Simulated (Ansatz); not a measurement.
Consider the following.

YGeO:
```
YGeO
1.0
    3.45318     0.00000     0.00000
    0.00000     3.45318     0.00000
    0.00000     0.00000     8.03579
Y Ge O
2 2 2
Direct
  0.00000   0.50000   0.67002
  0.50000   0.00000   0.32998
  0.00000   0.00000   0.00000
  0.50000   0.50000   0.00000
  0.50000   0.00000   0.61009
  0.00000   0.50000   0.38991
```

This is the r²SCAN-relaxed structure.

Problem. All from r²SCAN (plane waves, PAW; program Ansatz), unless another level is named. Give the electronic character.

Solution. metallic (no gap).

Problem. What about the density of states at the Fermi level?

Solution. 0.30 states/eV per atom (mean over ±0.08 eV).

Problem. Predict the gap with spin–orbit coupling.

Solution. none (metallic).

Space group P4/nmm. The start of the workflow was typed in or built on a structure type; neither database checked (COD, Materials Project) lists it. Whether it is the stable phase at ambient conditions was not checked. Symmetry was held in the r²SCAN relaxation; its stability against distortions is not shown here. The run is not spin-polarised. Scalar-relativistic: spin–orbit coupling is off unless named, which matters more the heavier the elements.

Potentials: the earlier of the program's two PAW sets. The files were generated under PBE; for other functionals the program regenerates the frozen cores, and for LDA and PBEsol the local potential too.
